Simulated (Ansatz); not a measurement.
Stackings of close-packed layers of Na (one atom a layer), each relaxed to a stress under 0.05 GPa; h and k mark layers whose two neighbours have the same or different letters; energies count from the stacking AB (P6_3/mmc).

Method: DFT PBEsol, scalar-relativistic, plane waves, PAW in Ansatz 0.2.0.

Settings: cutoff 420 eV, Γ-centred mesh 12×12×4 on the computed 4-atom cell, Gaussian smearing of 0.10 eV; no spin polarisation.

Start (ABAC (khkh)):

```yaml
crystal:
  lattice:
    - [3.72720, 0.00000, 0.00000]
    - [-1.86360, 3.22785, 0.00000]
    - [0.00000, 0.00000, 12.08599]
  atoms:
    - { symbol: Na, position: [0.00000, 0.00000, 0.00000] }
    - { symbol: Na, position: [0.33333, 0.66667, 0.25000] }
    - { symbol: Na, position: [0.00000, 0.00000, 0.50000] }
    - { symbol: Na, position: [0.66667, 0.33333, 0.75000] }
```

Problem. Relax it.

Solution. The free energy falls by 0 meV/atom.

```
spacing of like layers (Å) : 3.021
a (Å)                      : 3.727
gap on the mesh (eV)       : 0
```

Relaxed structure:
```xyz
4
Lattice="3.7272 0.0000 0.0000 -1.8636 3.2279 0.0000 0.0000 0.0000 12.0860" Properties=species:S:1:pos:R:3 pbc="T T T"
Na    0.0000    0.0000    0.0000
Na    0.0000    2.1519    3.0215
Na    0.0000    0.0000    6.0430
Na    1.8636    1.0760    9.0645
```

Small energy differences in metals hang on the k mesh (about 10 mJ/m² or 1 to 2 meV/atom on the mesh of the relaxation).

Time: 11 s on 1 thread of Intel(R) Xeon(R) Platinum 8559C (Emerald Rapids), on a shared host, peak memory 0.5 GiB.

The reference crystal is a form of Na, which isn't its usual structure.